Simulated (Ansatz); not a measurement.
# Ca started on a La site next to La started on a Ga site in cubic perovskite LaGaO3, 40 atoms, charge 0

Method: DFT, PBEsol, PAW, plane waves in Ansatz 0.2.0.

Command:

```sh
ansatz run in.yaml --threads 8 --pin off --max-ram 118750MiB --runs-dir r --events-out ev --progress --plain --backend cuda --devices 0,
```

The input less its lattice and atoms (starting moments on atoms near the defect: 1 μB in all):

```yaml
crystal:
  symmetry: { detect: false }
kpoints:
  mp_grid: { grid: [1, 1, 1], shift: [0.25, 0.25, 0.25] }
hamiltonian:
  xc: pbesol
magnetization:
  spin_polarized: true
scf:
  occupations: { method: fermi_dirac, width: 0.01 }
relax:
  f_tol: 0.03
  max_steps: 80
  escape_saddle: false
  adjacent_minimum: "off"
output:
  forces: true
  eigenvalues: true
  populations: true
```

Start:

```
La Ca Ga O
1.0
     7.72931    0.00000    0.00000
     0.00000    7.72931    0.00000
     0.00000    0.00000    7.72931
La Ca Ga O
8 1 7 24
Cartesian
  0.0241 7.7227 0.0156
  0.0167 0.0063 3.8610
  0.0204 3.8790 7.7224
  0.0212 3.8838 3.9044
  3.8728 7.7017 7.7256
  3.8509 0.0053 3.8745
  3.8930 3.8637 7.7242
  1.9294 1.9219 1.9634
  3.8591 3.8888 3.8643
  1.9191 1.9171 5.7751
  1.9469 5.7591 1.9597
  1.9350 5.7764 5.7871
  5.8214 1.9137 1.9461
  5.7780 1.9384 5.7875
  5.7855 5.8059 1.9336
  5.7948 5.8047 5.8065
  1.9251 1.9312 0.0223
  1.9081 1.9328 3.8227
  1.9425 5.8037 0.0382
  1.9216 5.8129 3.8230
  5.7767 1.9431 0.0122
  5.7887 1.8956 3.8706
  5.7850 5.8138 0.0355
  5.8087 5.7914 3.8643
  7.7289 1.9719 1.9150
  0.0093 1.9186 5.8121
  0.0240 5.8103 1.9281
  0.0283 5.8163 5.7594
  3.8458 1.9299 1.9074
  3.8809 1.9265 5.7973
  3.8834 5.7706 1.9360
  3.8676 5.7851 5.8410
  1.9452 7.6981 1.9361
  1.9421 0.0167 5.7970
  1.9442 3.8740 1.9519
  1.9225 3.9002 5.8383
  5.7857 0.0294 1.9654
  5.7845 0.0111 5.8128
  5.7669 3.8610 1.8985
  5.7966 3.8692 5.7924
```

Steps:

```csv
step,energy less the first (eV),largest force component (eV/Å)
start,0.000,10.155
1,-4.335,2.471
2,-5.319,1.146
3,-6.017,1.303
4,-6.728,1.704
5,-7.504,1.213
6,-8.601,0.882
7,-9.285,0.718
8,-9.540,0.697
9,-9.744,0.389
10,-9.909,0.205
11,-9.939,0.204
12,-9.947,0.093
13,-9.948,0.083
14,-9.950,0.017
15,-9.950,0.018
```

A structure on the way, about -5.32 eV from the start:

```
La Ca Ga O
1.0
     7.72931    0.00000    0.00000
     0.00000    7.72931    0.00000
     0.00000    0.00000    7.72931
La Ca Ga O
8 1 7 24
Direct
  0.99722 0.99292 0.99514
  0.99385 0.99175 0.50809
  0.99675 0.50495 0.99711
  0.99292 0.50826 0.50822
  0.50522 0.99226 0.99388
  0.50767 0.98933 0.50778
  0.50874 0.50486 0.99440
  0.25863 0.25392 0.26058
  0.50865 0.50906 0.50695
  0.24906 0.24991 0.75527
  0.25084 0.75167 0.25120
  0.25142 0.74760 0.74921
  0.75384 0.24952 0.25022
  0.74792 0.25071 0.74817
  0.74910 0.74866 0.25142
  0.74906 0.74829 0.75002
  0.26270 0.24892 0.98450
  0.21830 0.24850 0.52947
  0.24719 0.75902 0.99344
  0.24610 0.75086 0.50565
  0.75800 0.24945 0.99422
  0.74848 0.24311 0.50307
  0.75324 0.75168 0.99662
  0.75171 0.75061 0.50434
  0.98207 0.26027 0.25381
  0.99499 0.24503 0.76584
  0.99383 0.75333 0.25220
  0.99625 0.75483 0.74866
  0.52865 0.24078 0.22288
  0.50222 0.24834 0.74352
  0.50591 0.75461 0.24558
  0.50381 0.74923 0.75127
  0.24925 0.97736 0.25115
  0.25322 0.99616 0.75343
  0.24403 0.52816 0.23693
  0.23996 0.50333 0.75819
  0.75735 0.99594 0.25332
  0.74872 0.99605 0.75026
  0.74862 0.50382 0.24547
  0.75520 0.50279 0.75077
```

End:

```xyz
40
Lattice="7.7293 0.0000 0.0000 0.0000 7.7293 0.0000 0.0000 0.0000 7.7293" Properties=species:S:1:pos:R:3 pbc="T T T"
La    0.0888    0.0881    0.0781
La    7.6480    7.6827    3.9531
La    0.0258    3.9730    7.6827
La    7.5374    3.9801    3.9381
La    3.9500    7.6676    0.0050
La    3.9496    7.5810    3.9366
La    3.9694    3.9270    7.5886
La    2.1365    2.1600    2.2552
Ca    4.1000    4.1309    4.0817
Ga    1.9929    1.9373    5.8491
Ga    1.9499    5.8088    1.9595
Ga    1.9439    5.7838    5.7647
Ga    5.8331    1.9577    1.9358
Ga    5.7329    1.9436    5.7509
Ga    5.7922    5.7608    1.9298
Ga    5.8274    5.8392    5.8478
O     2.2724    1.5855    7.6837
O     1.0984    2.0700    4.1863
O     1.8073    6.2662    7.6973
O     2.0869    5.2526    3.8309
O     5.4258    2.0549    7.6556
O     6.1162    1.7887    3.8713
O     5.9119    5.6540    0.0089
O     5.6991    5.9060    3.8879
O     7.6601    2.2678    1.5706
O     7.6818    1.8333    6.2209
O     7.6993    5.3787    2.0547
O     0.0061    5.9005    5.6625
O     4.1101    1.2462    2.0433
O     3.7997    2.1199    5.2140
O     3.8938    6.1523    1.8385
O     3.8839    5.6860    5.9080
O     1.5934    7.6387    2.3065
O     2.0744    7.6934    5.3949
O     2.1533    4.0903    1.2242
O     1.8230    3.8763    6.1560
O     6.2850    7.6761    1.8281
O     5.6335    0.0120    5.8965
O     5.3134    3.8302    2.1104
O     5.8914    3.8881    5.6796
```

The run converged.

Time: 21 s of wall time on one NVIDIA GB300 with 8 processor threads, on a host shared with other runs; peak host memory 1.9 GiB.

Problem. How much energy did the relaxation gain, and which atom moved most?

Solution. 9.95 eV in 15 steps, from a start with small random displacements (the gain also holds any tilting of the ideal host); atom 18 (O) moved 0.90 Å, the median atom 0.29 Å (drift of the whole cell removed).

The moment started at 1 μB and ended at 1.0 μB; no other spin state is shown. The one k point has no symmetry partners, which can distort the end along one axis.
